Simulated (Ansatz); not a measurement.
Relaxing an invented AsHF structure

These are results of DFT PBE, scalar-relativistic, plane waves, PAW (Ansatz), not measurements. Cutoff 420 eV, Gaussian smearing, Γ-centred meshes. Cell and atoms relax first on a coarse mesh and then on a finer one. In between, the cell is made exact in the group found at 0.06 Å. In metals the finer mesh still leaves noise of several meV/atom or more. The steps can't lower the symmetry of their start. No spin polarisation.

The guess for AsHF was made by a generator: random cell by space group and Wyckoff sites (Pmmm, No. 47). The dimensions are guesses.

```yaml
crystal:
  lattice:
    - [2.28512, 0.00000, 0.00000]
    - [0.00000, 4.30852, 0.00000]
    - [0.00000, 0.00000, 4.88406]
  atoms:
    - { symbol: H, position: [0.00000, 0.00000, 0.00000] }
    - { symbol: As, position: [0.00000, 0.50000, 0.50000] }
    - { symbol: F, position: [0.00000, 0.00000, 0.50000] }
```

The zero of energy is the elements' standard structures at the same level (F₂, H₂ as molecules); no fitted shifts are applied.

Question: What does it relax into?

Answer: The symmetry stays Pmmm (No. 47). The volume per atom grows by 4.8 %, from 16.0 to 16.8 Å³. The shortest distance goes from 2.15 Å (As–F) to 2.02 Å (As–F). The energy falls by about 0.12 eV/atom (the start's value is from the coarse mesh). Conventional cell: a = 2.537 Å, b = 4.047 Å, c = 4.908 Å. H is surrounded by 2 F at 2.45 Å and 2 H at 2.54 Å (long contacts); As is surrounded by 2 F at 2.02 Å and 2 As at 2.54 Å; F is surrounded by 2 As at 2.02 Å, 2 H at 2.45 Å and 2 F at 2.54 Å.

```xyz
3
Lattice="2.5374 0.0000 0.0000 0.0000 4.0472 0.0000 0.0000 0.0000 4.9078" Properties=species:S:1:pos:R:3 pbc="T T T"
H     0.0000    0.0000    0.0000
As    0.0000    2.0236    2.4539
F     0.0000    0.0000    2.4539
```

Question: How does it come out in energy, and is it a metal?

Answer: The energy over the elements is +0.28 eV/atom. The gap on the 18×12×10 mesh of the 3-atom cell is 0 eV (a metal).

It can't be a ground state, since the elements alone are lower.

The last run used Gaussian smearing of 0.10 eV. No dispersion correction is applied, so the spacing and binding between layers, chains or molecules are poorly described. An odd number of electrons in the primitive cell allows no gap without spin; a larger cell or a magnetic state could open one. The cell is a metal run without spin; a magnetic state may lie lower. The reference form of As is held partly by dispersion forces, which this level lacks. With hydrogen, zero-point motion can shift formation energies by some tens of meV/atom. Symmetry constrained the relaxation, so the result can be a saddle point. Another cell of AsHF relaxed alike, in P4/mmm, lies 0.89 eV/atom lower, so this cell isn't the stable form at this level.
